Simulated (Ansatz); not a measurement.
# ¹¹⁹Sn Mössbauer parameters in SnI2O6F2

Cell: a measured structure from the Crystallography Open Database (COD).

Space group P2_1 (No. 4); a = 5.4360, b = 9.9100, c = 6.2810 Å, β = 105.44°.

| site | Wyckoff | site symmetry | x | y | z |
| --- | --- | --- | --- | --- | --- |
| Sn | 2a | 1 | 0.8053 | 0.1286 | 0.7124 |
| I3 | 2a | 1 | 0.4173 | 0.2445 | 0.0545 |
| I5 | 2a | 1 | 0.1921 | 0.0204 | 0.3663 |
| O7 | 2a | 1 | 0.9515 | 0.0033 | 0.5218 |
| O9 | 2a | 1 | 0.1385 | 0.1950 | 0.2924 |
| O11 | 2a | 1 | 0.1386 | 0.2376 | 0.8178 |
| O13 | 2a | 1 | 0.6515 | 0.2632 | 0.8898 |
| O15 | 2a | 1 | 0.4662 | 0.0268 | 0.6099 |
| O17 | 2a | 1 | 0.4762 | 0.0695 | 0.1213 |
| F19 | 2a | 1 | 0.7119 | 0.2631 | 0.4735 |
| F21 | 2a | 1 | 0.8989 | 0.9967 | 0.9513 |

One atom of each set is listed.

The numbers come from a DFT calculation in Ansatz (PBE, plane waves and PAW, scalar-relativistic, 420 eV cutoff, Γ-centred 4×2×4 k-points, Fermi–Dirac smearing 0.02 eV).

Isomer shifts (against SnO₂) follow from the electron density at the nucleus, δ = α(ρ − ρ₀), with α = 0.099 mm s⁻¹ a₀³ and ρ₀ = 183191.44 a₀⁻³ from a line fitted to 8 measured compounds at this level of theory (rms miss 0.12 mm/s). ΔE_Q = ½eQV_zz(1 + η²/3)^½ with Q = -0.132 b for the 23.9 keV state.

(1) Where do the absorption lines lie?

## Answers

(1) Sn (2 atoms a cell): δ = -0.16, |ΔE_Q| = 0.36 mm/s, a doublet at -0.34 and 0.02 mm/s.

The calculated pressure of 7 GPa (PBE) comes largely from the unrelaxed atoms: it is 2.5 GPa once they are relaxed in the same cell. The largest force is 1.4 eV/Å, so the atoms aren't at the calculated equilibrium and relaxing them would move these values. Without spin–orbit coupling (the program notes it for Sn) the gradients are little affected as a rule: paired runs on crystals with a gap mostly move them by under 2 % at such atoms.
